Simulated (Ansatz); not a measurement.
All numbers below come from Ansatz 0.2.0, DFT PBE, scalar-relativistic, plane waves, PAW. All cells share a 420 eV cutoff and Γ-centred k meshes spaced about 0.3 Å⁻¹ or finer (0.25 for metals, 2π included). No spin polarisation.

This relaxed Al3Ga3N2 cell comes from a structure search over trial cells.

```yaml
crystal:
  lattice:
    - [3.07622, 0.00000, 0.00000]
    - [-1.53811, 2.66409, 0.00000]
    - [0.00000, 0.00000, 14.61898]
  atoms:
    - { symbol: Al, position: [0.33333, 0.66667, 0.17524] }
    - { symbol: Al, position: [0.00000, 0.00000, 0.35207] }
    - { symbol: Al, position: [0.00000, 0.00000, 0.00101] }
    - { symbol: Ga, position: [0.33333, 0.66667, 0.51880] }
    - { symbol: Ga, position: [0.33333, 0.66667, 0.84592] }
    - { symbol: Ga, position: [0.66667, 0.33333, 0.68014] }
    - { symbol: N, position: [0.00000, 0.00000, 0.13350] }
    - { symbol: N, position: [0.33333, 0.66667, 0.30632] }
```

Wave vectors count in units of this cell's reciprocal vectors.

Problem. Is this structure dynamically stable, and if not, what does it turn into?

Solution. No. The phonons on a 3×3×1 q mesh of the computed 8-atom cell go imaginary, to 28i cm⁻¹ at q = (0.00, 0.00, 0.00). (Phonon run: 12×12×2 k mesh, Gaussian smearing of 0.10 eV.) With atoms moved at random and symmetry off, it falls by 18 meV/atom into R3m (No. 160). Conventional cell: a = 3.085 Å, c = 43.903 Å. Al on its first site is surrounded by 4 N at 1.88–1.92 Å and 12 Al at 3.09–3.11 Å; around Al on its second site lie 3 N at 1.89 Å and 1 Ga at 2.61 Å; Ga on its first site is surrounded by 1 Al at 2.61 Å, 3 Ga at 2.83 Å and 6 Ga at 3.09 Å; around N on its first site lie 4 Al at 1.88–1.94 Å; 4 more sites not described.

```
CELL_PARAMETERS angstrom
1.54250 0.89056 14.63447
-1.54250 0.89056 14.63447
0.00000 -1.78113 14.63447
ATOMIC_POSITIONS crystal
Al 0.39004 0.39004 0.39004
Al 0.11472 0.11472 0.11472
Al 0.99876 0.99876 0.99876
Ga 0.17423 0.17423 0.17423
Ga 0.27954 0.27954 0.27954
Ga 0.55777 0.55777 0.55777
N 0.04293 0.04293 0.04293
N 0.43369 0.43369 0.43369
```

Phonons of metals hang on the k mesh and the smearing.
